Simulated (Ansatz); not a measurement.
A geometry of Hf away from equilibrium: step 2 of the relaxation of a generated cell, Hf built in the AFLOW prototype A_hR2_166_c (A7, as in As). All values below come from PBEsol (plane waves to 420 eV, PAW, scalar-relativistic; Ansatz, an electronic-structure program). Γ-centred k-mesh 10×10×10 on the run's cell (coarser than for final values), Fermi–Dirac smearing 0.05 eV.

```xyz
2
Lattice="1.9169 1.1067 3.5280 -1.9169 1.1067 3.5280 0.0000 -2.2134 3.5280" Properties=species:S:1:pos:R:3:forces:R:3 pbc="T T T" free_energy=-31193.967 pressure_GPa=3.3
Hf     0.0000     0.0000     2.6022    0.0000    0.0000    1.2371
Hf     0.0000     0.0000     7.9819    0.0000    0.0000   -1.2371
```

Positions in Å, forces in eV/Å, free energy of the cell in eV (comparable only within this code, potentials and settings). Largest force: 1.24 eV/Å, on Hf1, Hf2 (atoms numbered as listed); the geometry lies 0.98 eV/atom above the end of its relaxation.

No spin polarisation in the result.

The run could not lose the symmetry of its start; a randomly shaken copy of 2 atoms returns to this structure.

The end of the path is a generated cell of Hf: the first start was made by placing the elements on the sites of a structure type, and the end was not matched to a known phase here, so it may be hypothetical. Known forms of Hf include space group No. 194.
